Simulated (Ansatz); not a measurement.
The start is a generated trial cell of Bi2Se3 in the AFLOW prototype A2B3_tP10_127_g_ah (D5_a). Cell shape, volume and atoms are optimised at zero target pressure with PBE (plane waves to 420 eV, PAW, scalar-relativistic; Ansatz, an electronic-structure program). First-step values are on the input's coarse k-mesh.

Ansatz input (later rounds restart from its end on a renewed k-mesh):
Ansatz 0.2 input:
```yaml
crystal:
  lattice:
    - [8.1569933, 0, 0]
    - [0, 8.1569933, 0]
    - [0, 0, 4.3251055]
  atoms:
    - { symbol: Se, position: [0, 0, 0] }
    - { symbol: Se, position: [0.5, 0.5, 0] }
    - { symbol: Se, position: [0.1821, 0.6821, 0.5] }
    - { symbol: Se, position: [0.6821, 0.8179, 0.5] }
    - { symbol: Se, position: [0.3179, 0.1821, 0.5] }
    - { symbol: Se, position: [0.8179, 0.3179, 0.5] }
    - { symbol: Bi, position: [0.3841, 0.8841, 0] }
    - { symbol: Bi, position: [0.8841, 0.6159, 0] }
    - { symbol: Bi, position: [0.1159, 0.3841, 0] }
    - { symbol: Bi, position: [0.6159, 0.1159, 0] }
basis: { ecutwfc: 420, ecutrho_ratio: 4, xc_grid: 2, fft_grid_basis: typed }
kpoints: { mp_grid: { grid: [3, 3, 6] } }
hamiltonian:
  xc: pbe
  dispersion: none
  pseudopotentials: { azcp: { folder: ./paw }, kind: paw }
scf: { occupations: { method: fermi_dirac, width: 0.05 } }
relax: { f_tol: 0.01, max_steps: 100, cell: { stress_tol: 0.02 } }
output: { forces: true, stress: true }
```

Largest initial force: about 4.5 eV/Å, on Bi7, Bi8, Bi9, Bi10 (atoms numbered as listed)
Volume change: -2.7 %, from 28.78 to 28.00 Å³/atom
Shortest distances (start → end): The closest pairs of elements (up to four, under 3.6 Å), start → end: Bi–Bi 2.67 → 4.07 Å; Bi–Se 3.18 → 2.80 Å; Se–Se 3.69 → 3.22 Å
Band gap at the end: no gap on the sampled points, where the bands overlap only slightly; such a result is sensitive to mesh and level
Optimiser moves: 12

It ends as:

```cif
data_Bi4Se6
_chemical_formula_sum 'Se6 Bi4'
_space_group_name_H-M_alt 'P4/mbm'
_space_group_IT_number 127
_space_group_name_Hall '-P 4 2ab'
_cell_length_a 8.29659
_cell_length_b 8.29659
_cell_length_c 4.06756
_cell_angle_alpha 90.000
_cell_angle_beta 90.000
_cell_angle_gamma 90.000
loop_
_atom_site_label
_atom_site_type_symbol
_atom_site_symmetry_multiplicity
_atom_site_Wyckoff_symbol
_atom_site_fract_x
_atom_site_fract_y
_atom_site_fract_z
_atom_site_occupancy
Se1 Se 2 a 0.00000 0.00000 0.00000 1
Se2 Se 4 h 0.36293 0.13707 0.50000 1
Bi1 Bi 4 g 0.19898 0.30102 0.00000 1
```

Final values are on a 6×6×12 k-mesh of the relaxed cell. No spin polarisation in the result.

The run could not lose the symmetry of its start, so the end can be a saddle point.

The relaxed structure here is a generated cell of Bi2Se3: the first start was made by placing the elements on the sites of a structure type, and the end was not matched to a known phase here, so it may be hypothetical. Known forms of Bi2Se3 include space group No. 166.
